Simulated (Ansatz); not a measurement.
# Time and memory for TiTl2I6O18

```yaml
crystal:
  lattice:
    - [5.70835, 3.2957174091, 3.7984333333]
    - [-5.70835, 3.2957174091, 3.7984333333]
    - [0.0, -6.5914348183, 3.7984333333]
  atoms:
    - { symbol: Ti, position: [0.5, 0.5, 0.5] }
    - { symbol: Tl, position: [0.8360723333, 0.8360723333, 0.8360723333] }
    - { symbol: Tl, position: [0.1639276667, 0.1639276667, 0.1639276667] }
    - { symbol: I, position: [0.70578, 0.129117, 0.33913] }
    - { symbol: I, position: [0.33913, 0.70578, 0.129117] }
    - { symbol: I, position: [0.129117, 0.33913, 0.70578] }
    - { symbol: I, position: [0.29422, 0.870883, 0.66087] }
    - { symbol: I, position: [0.66087, 0.29422, 0.870883] }
    - { symbol: I, position: [0.870883, 0.66087, 0.29422] }
    - { symbol: O, position: [0.5497, 0.300567, 0.3399] }
    - { symbol: O, position: [0.3399, 0.5497, 0.300567] }
    - { symbol: O, position: [0.300567, 0.3399, 0.5497] }
    - { symbol: O, position: [0.4503, 0.699433, 0.6601] }
    - { symbol: O, position: [0.6601, 0.4503, 0.699433] }
    - { symbol: O, position: [0.699433, 0.6601, 0.4503] }
    - { symbol: O, position: [0.9078, 0.291767, 0.3866] }
    - { symbol: O, position: [0.3866, 0.9078, 0.291767] }
    - { symbol: O, position: [0.291767, 0.3866, 0.9078] }
    - { symbol: O, position: [0.0922, 0.708233, 0.6134] }
    - { symbol: O, position: [0.6134, 0.0922, 0.708233] }
    - { symbol: O, position: [0.708233, 0.6134, 0.0922] }
    - { symbol: O, position: [0.6822, 0.078167, 0.1001] }
    - { symbol: O, position: [0.1001, 0.6822, 0.078167] }
    - { symbol: O, position: [0.078167, 0.1001, 0.6822] }
    - { symbol: O, position: [0.3178, 0.921833, 0.8999] }
    - { symbol: O, position: [0.8999, 0.3178, 0.921833] }
    - { symbol: O, position: [0.921833, 0.8999, 0.3178] }
kpoints:
  mp_grid: { grid: [3, 3, 3] }
scf:
  occupations: { method: fermi_dirac, width: 0.02 }
hamiltonian:
  xc: pbe
  pseudopotentials: { kind: paw }
output:
  forces: true
  stress: true
  populations: true
  efg:
    quadrupole_moments_barn: { Ti: 0.247, I: -0.68822, O: -0.02558 }
    contact_densities: true
```

```sh
ansatz run input.yaml --threads 2 --pin off --max-ram 5120MiB --backend cpu --events-out ev --progress --plain --runs-dir out
```

It runs on 2 threads of Arm Neoverse N1 (aarch64; 36 cores open to the job, memory cap 5.0 GiB, no GPU), a shared host with a load of 1.0 a core.

Problem. How much time and memory should be set aside?

Solution. About 54 s of wall time (1.8 min of CPU time) and 1.2 GiB. The run holds 248 valence electrons in 151 bands, about 8377 plane waves a k-point and 6 irreducible k-points, and took 10 SCF iterations. Times on a shared host vary by tens of per cent.
